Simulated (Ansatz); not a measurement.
Input for Ansatz (plane-wave DFT, PAW):

```yaml
crystal:
  lattice:
    - [2.876476, -4.697319, 0.0]
    - [2.876476, 4.697319, 0.0]
    - [-2.281999, 0.0, 8.80098]
  atoms:
    - { symbol: Li, position: [0.041444, 0.69578, 0.438748] }
    - { symbol: Li, position: [0.776673, 0.544881, 0.042269] }
    - { symbol: Li, position: [0.327982, 0.672018, 0.25] }
    - { symbol: Li, position: [0.69578, 0.041444, 0.938748] }
    - { symbol: Li, position: [0.544881, 0.776673, 0.542269] }
    - { symbol: Li, position: [0.455119, 0.223327, 0.457731] }
    - { symbol: Li, position: [0.30422, 0.958556, 0.061252] }
    - { symbol: Li, position: [0.672018, 0.327982, 0.75] }
    - { symbol: Li, position: [0.223327, 0.455119, 0.957731] }
    - { symbol: Li, position: [0.958556, 0.30422, 0.561252] }
    - { symbol: Nb, position: [0.912166, 0.087834, 0.25] }
    - { symbol: Nb, position: [0.087834, 0.912166, 0.75] }
    - { symbol: O, position: [0.98376, 0.326171, 0.105487] }
    - { symbol: O, position: [0.203262, 0.429182, 0.411377] }
    - { symbol: O, position: [0.326171, 0.98376, 0.605487] }
    - { symbol: O, position: [0.429182, 0.203262, 0.911377] }
    - { symbol: O, position: [0.113661, 0.886339, 0.25] }
    - { symbol: O, position: [0.886339, 0.113661, 0.75] }
    - { symbol: O, position: [0.570818, 0.796738, 0.088623] }
    - { symbol: O, position: [0.673829, 0.01624, 0.394513] }
    - { symbol: O, position: [0.796738, 0.570818, 0.588623] }
    - { symbol: O, position: [0.01624, 0.673829, 0.894513] }
basis:
  ecutwfc: 420
kpoints:
  mp_grid: { grid: [6, 6, 4] }
hamiltonian:
  xc: pbesol
scf:
  occupations: { method: gaussian, width: 0.02 }
output:
  forces: true
  stress: true
  eigenvalues: true
relax:
  adjacent_minimum: "off"
  f_tol: 0.01
  max_steps: 40
```

Run as
```bash
ansatz run input.yaml --threads 4 --pin off --max-ram 10240MiB --backend cpu --events-out ev --progress --plain --runs-dir out
```

These are results of Ansatz, DFT PBEsol, scalar-relativistic, plane waves, PAW, not measurements.

Part of what the program printed, abridged (iterations and final results):

```
SCF iter   1: F=—  HF=-16654.026694 eV  |F-HF|=—  |Δ(HF+E_count)|=         —  Δρ=1.42e-2  dr2=4.42e-1  ethr=1.77e-3  ⟨swp⟩=6.1  Hψ=14766  notcnv=0  defer=165
SCF iter   2: F=—  HF=-16653.948302 eV  |F-HF|=—  |Δ(HF+E_count)|=   7.84e-2  Δρ=5.33e-3  dr2=6.83e-2  ethr=3.81e-4  ⟨swp⟩=2.0  Hψ=6001  notcnv=0  defer=680
SCF iter   3: F=—  HF=-16653.935280 eV  |F-HF|=—  |Δ(HF+E_count)|=   1.30e-2  Δρ=1.45e-3  dr2=2.96e-3  ethr=5.88e-5  ⟨swp⟩=2.0  Hψ=4842  notcnv=0  defer=680
SCF iter   4: F=—  HF=-16653.936337 eV  |F-HF|=—  |Δ(HF+E_count)|=   1.06e-3  Δρ=4.09e-4  dr2=5.38e-4  ethr=2.55e-6  ⟨swp⟩=2.0  Hψ=6044  notcnv=0  defer=680
SCF iter   5: F=—  HF=-16653.936715 eV  |F-HF|=—  |Δ(HF+E_count)|=   3.79e-4  Δρ=3.00e-4  dr2=2.39e-4  ethr=4.64e-7  ⟨swp⟩=2.0  Hψ=5293  notcnv=0  defer=680
SCF iter   6: F=—  HF=-16653.936883 eV  |F-HF|=—  |Δ(HF+E_count)|=   1.68e-4  Δρ=7.31e-5  dr2=3.01e-5  ethr=2.06e-7  ⟨swp⟩=2.0  Hψ=4912  notcnv=0  defer=680
SCF iter   7: F=-16653.936938 eV  HF=-16653.936936 eV  |F-HF|=2.09e-6  |Δ(HF+E_count)|=   5.23e-5  Δρ=2.16e-5  dr2=2.25e-6  ethr=2.16e-9  ⟨swp⟩=10.6  Hψ=18908  notcnv=0
SCF 1 converged in 7 iterations: F = -16653.936938 eV  dr2 = 2.25e-6
relax step   1: F+E_penalty+E_count = -16653.93693776 eV  Δ(F+E_penalty+E_count) = +0.000e0 eV  max|allowed force component| = 8.407e-1 eV/Å  Δτ_max = 0.0000 Å  (7 SCF iters, dr2 threshold 2.50e-6 eV, accepted)
Initial density: handed on by an earlier stage of this run
Initial wavefunctions: those handed on with the density
SCF iter   1: F=—  HF=-16654.044289 eV  |F-HF|=—  |Δ(HF+E_count)|=         —  Δρ=3.79e-3  dr2=2.74e-2  ethr=2.37e-5  ⟨swp⟩=1.4  Hψ=9669  notcnv=0  defer=695
SCF iter   2: F=—  HF=-16654.039095 eV  |F-HF|=—  |Δ(HF+E_count)|=   5.19e-3  Δρ=1.63e-3  dr2=4.51e-3  ethr=2.36e-5  ⟨swp⟩=2.0  Hψ=5003  notcnv=0  defer=695
SCF iter   3: F=—  HF=-16654.038807 eV  |F-HF|=—  |Δ(HF+E_count)|=   2.88e-4  Δρ=8.14e-4  dr2=1.32e-3  ethr=3.89e-6  ⟨swp⟩=2.0  Hψ=4804  notcnv=0  defer=695
SCF iter   4: F=—  HF=-16654.038635 eV  |F-HF|=—  |Δ(HF+E_count)|=   1.71e-4  Δρ=2.60e-4  dr2=1.29e-4  ethr=1.14e-6  ⟨swp⟩=2.0  Hψ=4507  notcnv=0  defer=695
SCF iter   5: F=-16654.038627 eV  HF=-16654.038628 eV  |F-HF|=9.00e-7  |Δ(HF+E_count)|=   7.67e-6  Δρ=6.24e-5  dr2=9.52e-6  ethr=3.81e-8  ⟨swp⟩=10.2  Hψ=18554  notcnv=0
SCF 2 converged in 5 iterations: F = -16654.038627 eV  dr2 = 9.52e-6
relax step   2: F+E_penalty+E_count = -16654.03862666 eV  Δ(F+E_penalty+E_count) = -1.017e-1 eV  max|allowed force component| = 1.264e-1 eV/Å  Δτ_max = 0.0321 Å  (5 SCF iters, dr2 threshold 4.42e-5 eV, accepted)
SCF iter   1: F=—  HF=-16654.043935 eV  |F-HF|=—  |Δ(HF+E_count)|=         —  Δρ=8.08e-4  dr2=1.11e-3  ethr=1.74e-5  ⟨swp⟩=2.4  Hψ=6504  notcnv=0  defer=701
SCF iter   2: F=—  HF=-16654.043871 eV  |F-HF|=—  |Δ(HF+E_count)|=   6.42e-5  Δρ=4.44e-4  dr2=3.04e-4  ethr=9.57e-7  ⟨swp⟩=1.0  Hψ=4324  notcnv=0  defer=701
SCF iter   3: F=—  HF=-16654.043873 eV  |F-HF|=—  |Δ(HF+E_count)|=   1.84e-6  Δρ=2.57e-4  dr2=1.61e-4  ethr=2.62e-7  ⟨swp⟩=2.0  Hψ=4939  notcnv=0  defer=701
SCF iter   4: F=—  HF=-16654.043844 eV  |F-HF|=—  |Δ(HF+E_count)|=   2.93e-5  Δρ=4.15e-5  dr2=4.47e-6  ethr=1.38e-7  ⟨swp⟩=2.0  Hψ=4914  notcnv=0  defer=701
SCF iter   5: F=-16654.043844 eV  HF=-16654.043844 eV  |F-HF|=6.55e-8  |Δ(HF+E_count)|=   9.51e-7  Δρ=1.83e-5  dr2=9.02e-7  ethr=8.60e-10  ⟨swp⟩=10.6  Hψ=16332  notcnv=0
SCF 3 converged in 5 iterations: F = -16654.043844 eV  dr2 = 9.02e-7
relax step   3: F+E_penalty+E_count = -16654.04384442 eV  Δ(F+E_penalty+E_count) = -5.218e-3 eV  max|allowed force component| = 5.255e-2 eV/Å  Δτ_max = 0.0091 Å  (5 SCF iters, dr2 threshold 9.98e-7 eV, accepted)
SCF iter   1: F=—  HF=-16654.048354 eV  |F-HF|=—  |Δ(HF+E_count)|=         —  Δρ=1.45e-3  dr2=4.64e-3  ethr=3.14e-5  ⟨swp⟩=2.9  Hψ=7043  notcnv=0  defer=702
SCF iter   2: F=—  HF=-16654.047976 eV  |F-HF|=—  |Δ(HF+E_count)|=   3.79e-4  Δρ=8.31e-4  dr2=1.16e-3  ethr=4.00e-6  ⟨swp⟩=2.3  Hψ=6149  notcnv=0  defer=702
SCF iter   3: F=—  HF=-16654.047910 eV  |F-HF|=—  |Δ(HF+E_count)|=   6.54e-5  Δρ=3.95e-4  dr2=3.93e-4  ethr=9.97e-7  ⟨swp⟩=2.0  Hψ=4835  notcnv=0  defer=702
SCF iter   4: F=—  HF=-16654.047871 eV  |F-HF|=—  |Δ(HF+E_count)|=   3.97e-5  Δρ=6.00e-5  dr2=7.78e-6  ethr=3.39e-7  ⟨swp⟩=2.0  Hψ=4378  notcnv=0  defer=702
SCF iter   5: F=—  HF=-16654.047862 eV  |F-HF|=—  |Δ(HF+E_count)|=   8.68e-6  Δρ=4.40e-5  dr2=4.12e-6  ethr=6.70e-9  ⟨swp⟩=2.0  Hψ=4938  notcnv=0  defer=702
SCF iter   6: F=—  HF=-16654.047862 eV  |F-HF|=—  |Δ(HF+E_count)|=   1.95e-7  Δρ=1.55e-5  dr2=6.22e-7  ethr=3.55e-9  ⟨swp⟩=2.0  Hψ=4938  notcnv=0  defer=702
SCF iter   7: F=-16654.047862 eV  HF=-16654.047862 eV  |F-HF|=8.22e-8  |Δ(HF+E_count)|=   1.68e-7  Δρ=3.87e-6  dr2=6.14e-8  ethr=1.49e-10  ⟨swp⟩=11.1  Hψ=15717  notcnv=0
SCF 4 converged in 7 iterations: F = -16654.047862 eV  dr2 = 6.14e-8
relax step   4: F+E_penalty+E_count = -16654.04786195 eV  Δ(F+E_penalty+E_count) = -4.018e-3 eV  max|allowed force component| = 1.142e-2 eV/Å  Δτ_max = 0.0183 Å  (7 SCF iters, dr2 threshold 1.73e-7 eV, accepted)
SCF iter   1: F=—  HF=-16654.048060 eV  |F-HF|=—  |Δ(HF+E_count)|=         —  Δρ=4.36e-4  dr2=3.42e-4  ethr=4.84e-6  ⟨swp⟩=2.0  Hψ=6642  notcnv=0  defer=702
SCF iter   2: F=—  HF=-16654.048048 eV  |F-HF|=—  |Δ(HF+E_count)|=   1.20e-5  Δρ=2.45e-4  dr2=1.20e-4  ethr=2.95e-7  ⟨swp⟩=1.0  Hψ=4324  notcnv=0  defer=702
SCF iter   3: F=—  HF=-16654.048048 eV  |F-HF|=—  |Δ(HF+E_count)|=   1.33e-7  Δρ=1.19e-4  dr2=3.09e-5  ethr=1.04e-7  ⟨swp⟩=2.0  Hψ=4468  notcnv=0  defer=702
SCF iter   4: F=—  HF=-16654.048029 eV  |F-HF|=—  |Δ(HF+E_count)|=   1.98e-5  Δρ=2.53e-5  dr2=1.06e-6  ethr=2.66e-8  ⟨swp⟩=2.0  Hψ=4866  notcnv=0  defer=702
SCF iter   5: F=—  HF=-16654.048029 eV  |F-HF|=—  |Δ(HF+E_count)|=   7.72e-7  Δρ=8.54e-6  dr2=1.55e-7  ethr=9.10e-10  ⟨swp⟩=2.0  Hψ=4498  notcnv=0  defer=702
SCF iter   6: F=-16654.048029 eV  HF=-16654.048029 eV  |F-HF|=2.46e-8  |Δ(HF+E_count)|=   1.40e-8  Δρ=4.70e-6  dr2=4.59e-8  ethr=8.62e-11  ⟨swp⟩=10.0  Hψ=15057  notcnv=0
SCF 5 converged in 6 iterations: F = -16654.048029 eV  dr2 = 4.59e-8
relax step   5: F+E_penalty+E_count = -16654.04802928 eV  Δ(F+E_penalty+E_count) = -1.673e-4 eV  max|allowed force component| = 1.282e-2 eV/Å  Δτ_max = 0.0064 Å  (6 SCF iters, accepted)
SCF iter   1: F=—  HF=-16654.048160 eV  |F-HF|=—  |Δ(HF+E_count)|=         —  Δρ=2.91e-4  dr2=1.12e-4  ethr=5.12e-7  ⟨swp⟩=2.0  Hψ=7198  notcnv=0  defer=698
SCF iter   2: F=—  HF=-16654.048152 eV  |F-HF|=—  |Δ(HF+E_count)|=   8.12e-6  Δρ=1.47e-4  dr2=2.38e-5  ethr=9.67e-8  ⟨swp⟩=2.8  Hψ=5975  notcnv=0  defer=698
SCF iter   3: F=—  HF=-16654.048139 eV  |F-HF|=—  |Δ(HF+E_count)|=   1.34e-5  Δρ=7.30e-5  dr2=7.66e-6  ethr=2.05e-8  ⟨swp⟩=2.0  Hψ=4689  notcnv=0  defer=698
SCF iter   4: F=—  HF=-16654.048139 eV  |F-HF|=—  |Δ(HF+E_count)|=   5.88e-8  Δρ=9.46e-6  dr2=2.22e-7  ethr=6.60e-9  ⟨swp⟩=2.0  Hψ=4374  notcnv=0  defer=698
SCF iter   5: F=-16654.048139 eV  HF=-16654.048139 eV  |F-HF|=3.65e-8  |Δ(HF+E_count)|=   8.96e-8  Δρ=5.96e-6  dr2=7.40e-8  ethr=8.62e-11  ⟨swp⟩=9.0  Hψ=14762  notcnv=0
SCF 6 converged in 5 iterations: F = -16654.048139 eV  dr2 = 7.40e-8
relax step   6: F+E_penalty+E_count = -16654.04813868 eV  Δ(F+E_penalty+E_count) = -1.094e-4 eV  max|allowed force component| = 6.713e-3 eV/Å  Δτ_max = 0.0021 Å  (5 SCF iters, accepted)
SCF converged after 5 iterations
Free energy (F): -16654.048139 eV
Harris-Foulkes:  -16654.048139 eV  (|F-HF|=3.65e-8)
Internal energy: -16654.048139 eV  (E = F + TS)
E sigma→0 (E₀):  -16654.048139 eV
Fermi energy:    5.835440 eV
--- Per-component energies (eV) ---
  E_band       = -1397.113476
  E_kinetic    = 2762.609819
  E_local      = -8014.041731  (includes V_loc(G=0)·N_el)
  E_nonlocal   = 385.605616
  E_hartree    = 2831.200858
  E_xc         = -1190.301928
  E_vxc        = -1506.112168  (∫ρ·V_xc dr)
  E_paw        = -7751.541845  (= ΣΔE_a)
  E_vpaw       = -687.601815  (= ΣTr[D̂ρ^β])
  E_aug_tail   = 0.024639  (compensation charges beyond the density's cutoff)
  E_ewald      = -5678.333864
  E_core_change = 0.730297  (= ΣΔE_core)
  E_smearing   =  0.000000  (= −TS)
--- Forces (eV/Å), atoms counted from 1 ---
  atom   1  Li     0.00138302    -0.00028239     0.00089044
  atom   2  Li     0.00182423    -0.00149778    -0.00133905
  atom   3  Li     0.00000000     0.00140153     0.00000000
  atom   4  Li     0.00138302     0.00028239     0.00089044
  atom   5  Li     0.00182423     0.00149778    -0.00133905
  atom   6  Li    -0.00182423    -0.00149778     0.00133905
  atom   7  Li    -0.00138302    -0.00028239    -0.00089044
  atom   8  Li     0.00000000    -0.00140153     0.00000000
  atom   9  Li    -0.00182423     0.00149778     0.00133905
  atom  10  Li    -0.00138302     0.00028239    -0.00089044
  atom  11  Nb     0.00000000     0.00671277     0.00000000
  atom  12  Nb     0.00000000    -0.00671277     0.00000000
  atom  13  O     -0.00099364    -0.00126962    -0.00208730
  atom  14  O      0.00060000     0.00006665    -0.00004032
  atom  15  O     -0.00099364     0.00126962    -0.00208730
  atom  16  O      0.00060000    -0.00006665    -0.00004032
  atom  17  O      0.00000000    -0.00274873     0.00000000
  atom  18  O      0.00000000     0.00274873     0.00000000
  atom  19  O     -0.00060000     0.00006665     0.00004032
  atom  20  O      0.00099364    -0.00126962     0.00208730
  atom  21  O     -0.00060000    -0.00006665     0.00004032
  atom  22  O      0.00099364     0.00126962     0.00208730
--- Stress (GPa, compression-positive) ---
       -4.288014       0.000000      -0.090167
        0.000000      -3.783480       0.000000
       -0.090165       0.000000      -3.492721
  P = ⅓ Tr σ = -3.8547 GPa (-38.547 kbar)
--- Band table (eV; the first three rows and the last of 47) ---
  k-point 0: bands = ["-49.9633", "-49.9632", "-38.4811", "-38.4789", "-38.4401", "-38.4384", "-38.3881", "-38.3877", "-38.3764", "-38.3759", "-38.2160", "-38.2154", "-26.3927", "-26.3925", "-26.3188", "-26.3168", "-26.1645", "-26.1645", "-12.5150", "-12.3508", "-11.8981", "-11.7937", "-11.7183", "-11.7146", "-11.6367", "-11.4374", "-11.2961", "-11.1874", "0.1449", "0.2758", "0.4040", "0.4581", "0.5534", "0.6092", "0.8304", "0.8326", "0.9521", "1.2280", "1.3524", "1.5772", "1.7312", "1.7498", "1.9700", "2.0501", "2.3127", "2.3879", "2.6112", "2.7563", "2.9166", "3.0855", "3.1709", "3.1951", "3.4284", "3.4599", "3.4987", "3.7474", "3.7983", "3.8187", "7.7859", "7.9834", "8.2793", "8.3440", "8 ...
  k-point 1: bands = ["-49.9633", "-49.9632", "-38.4808", "-38.4792", "-38.4398", "-38.4386", "-38.3881", "-38.3878", "-38.3763", "-38.3759", "-38.2159", "-38.2155", "-26.3927", "-26.3925", "-26.3185", "-26.3171", "-26.1645", "-26.1645", "-12.4937", "-12.3781", "-11.8875", "-11.8195", "-11.7266", "-11.7193", "-11.5836", "-11.4535", "-11.2815", "-11.2048", "0.1799", "0.3223", "0.4264", "0.4520", "0.4962", "0.5851", "0.7671", "0.9189", "0.9531", "1.1856", "1.3247", "1.4047", "1.6748", "1.9561", "2.0144", "2.1430", "2.3187", "2.3905", "2.5750", "2.7116", "2.9175", "3.0640", "3.1283", "3.3411", "3.3863", "3.4405", "3.4812", "3.6735", "3.7913", "3.8651", "7.9142", "8.0456", "8.2692", "8.3004", "8 ...
  k-point 2: bands = ["-49.9633", "-49.9633", "-38.4800", "-38.4800", "-38.4392", "-38.4392", "-38.3879", "-38.3879", "-38.3761", "-38.3761", "-38.2157", "-38.2157", "-26.3926", "-26.3926", "-26.3178", "-26.3178", "-26.1645", "-26.1645", "-12.4389", "-12.4389", "-11.8588", "-11.8588", "-11.7271", "-11.7271", "-11.5047", "-11.5047", "-11.2447", "-11.2447", "0.2897", "0.2897", "0.4172", "0.4172", "0.5316", "0.5316", "0.8601", "0.8601", "1.0160", "1.0160", "1.3080", "1.3080", "1.8596", "1.8596", "2.1417", "2.1417", "2.3701", "2.3701", "2.6072", "2.6072", "2.9893", "2.9893", "3.2392", "3.2392", "3.4224", "3.4224", "3.5292", "3.5292", "3.8543", "3.8543", "8.1517", "8.1517", "8.1896", "8.1896", "8 ...
  k-point 46: bands = ["-49.9633", "-49.9633", "-38.4779", "-38.4779", "-38.4396", "-38.4396", "-38.3858", "-38.3858", "-38.3801", "-38.3801", "-38.2157", "-38.2157", "-26.3938", "-26.3938", "-26.3179", "-26.3179", "-26.1647", "-26.1647", "-12.2173", "-12.2173", "-12.0601", "-12.0601", "-11.7331", "-11.7331", "-11.5117", "-11.5117", "-11.2519", "-11.2519", "0.1143", "0.1143", "0.4553", "0.4553", "0.6004", "0.6004", "0.7981", "0.7981", "1.0247", "1.0247", "1.4800", "1.4800", "1.7028", "1.7028", "1.9830", "1.9830", "2.3319", "2.3319", "2.7844", "2.7844", "3.0733", "3.0733", "3.1595", "3.1595", "3.3575", "3.3575", "3.6210", "3.6210", "3.8832", "3.8832", "8.1960", "8.1960", "8.4231", "8.4231", " ...
--- Relaxed structure (6 steps of the walk, 6 accepted, 0 SCFs on fresh bases) ---
  F+E_penalty+E_count = -16654.04813868 eV   max|allowed force component| = 6.713e-3 eV/Å
  atoms:
    - { symbol: Li, position: [0.04909436, 0.70166149, 0.44250034] }
    - { symbol: Li, position: [0.77425795, 0.54615771, 0.04106323] }
    - { symbol: Li, position: [0.32763868, 0.67236131, 0.24999999] }
    - { symbol: Li, position: [0.70166149, 0.04909436, 0.94250034] }
    - { symbol: Li, position: [0.54615771, 0.77425795, 0.54106323] }
    - { symbol: Li, position: [0.45384228, 0.22574204, 0.45893676] }
    - { symbol: Li, position: [0.29833850, 0.95090563, 0.05749965] }
    - { symbol: Li, position: [0.67236131, 0.32763868, 0.74999999] }
    - { symbol: Li, position: [0.22574204, 0.45384228, 0.95893676] }
    - { symbol: Li, position: [0.95090563, 0.29833850, 0.55749965] }
    - { symbol: Nb, position: [0.91152884, 0.08847115, 0.24999999] }
    - { symbol: Nb, position: [0.08847115, 0.91152884, 0.74999999] }
    - { symbol: O, position: [0.98740476, 0.32627138, 0.10799339] }
    - { symbol: O, position: [0.19613973, 0.42468402, 0.41023944] }
    - { symbol: O, position: [0.32627138, 0.98740476, 0.60799339] }
    - { symbol: O, position: [0.42468402, 0.19613973, 0.91023944] }
    - { symbol: O, position: [0.11022154, 0.88977845, 0.24999999] }
    - { symbol: O, position: [0.88977845, 0.11022154, 0.74999999] }
    - { symbol: O, position: [0.57531597, 0.80386026, 0.08976055] }
    - { symbol: O, position: [0.67372861, 0.01259523, 0.39200660] }
    - { symbol: O, position: [0.80386026, 0.57531597, 0.58976055] }
    - { symbol: O, position: [0.01259523, 0.67372861, 0.89200660] }
```

The relaxation met its thresholds.

Time: 44 s on 4 threads of Intel(R) Xeon(R) 6975P-C (Granite Rapids) (shared host), peak memory 1.2 GiB.